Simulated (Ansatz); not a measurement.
Each is relaxed and computed with DFT-r²SCAN in the program Ansatz with PAW potentials. Which is the only one with a gap?
(A) LiH, rock salt
(B) CoH, rock salt
(C) SbAs, rock salt
(D) MnGe, rock salt

A, LiH, rock salt. LiH: gap 3.63 eV (direct); CoH: metal; MnGe: metal; SbAs: metal. Spin orders computed, not proven ground states: CoH, rock salt ferromagnetic; MnGe, rock salt ferromagnetic. Constructed cells (a structure type filled with these elements, in neither database checked): MnGe, rock salt. Standing as an ambient phase not checked: CoH, rock salt; SbAs, rock salt. Unstable at this level: SbAs, rock salt. All cells were relaxed under the symmetry of their starts (and spin orders); stability against distortions was not tested throughout. Spin–orbit coupling is left out wherever it is not named.

Potentials: the later of the program's two PAW sets.
